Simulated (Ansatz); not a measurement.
In$_{3}$GaSbAs$_{3}$ in space group Pmm2 (No. 25; Pearson symbol oP8) at seven volumes, plane-wave PAW r²SCAN (Ansatz code), shape and atoms relaxed at each. One row is withheld.

| V (Å³/atom) | P (GPa) |
|---|---|
| 26.022 | ? |
| 26.880 | 3.98 |
| 27.738 | 1.82 |
| 28.596 | 0.00 |
| 29.454 | -1.54 |
| 30.312 | -2.84 |
| 31.169 | -3.93 |

Q: Fit the shown pressures and predict the withheld one.

A: Third-order Birch–Murnaghan: P = (3/2)B₀(x^(7/2) − x^(5/2))[1 + (3/4)(B′ − 4)(x − 1)] with x = (V₀/V)^(2/3). Least squares on the six rows gives V₀ = 28.595 Å³/atom, B₀ = 55.72 GPa, B′ = 4.65. At V = 26.022, x = 1.0649 and P = 6.55 GPa. The run itself gave 6.55 GPa.

The start of the workflow was typed in or built on a structure type; neither database checked (COD, Materials Project) lists it. Its standing as an ambient phase is unchecked. Symmetry was held in the r²SCAN relaxation; its stability against distortions is not shown here. Spin–orbit coupling is left out wherever it is not named.

Potentials: the earlier of the program's two PAW sets.
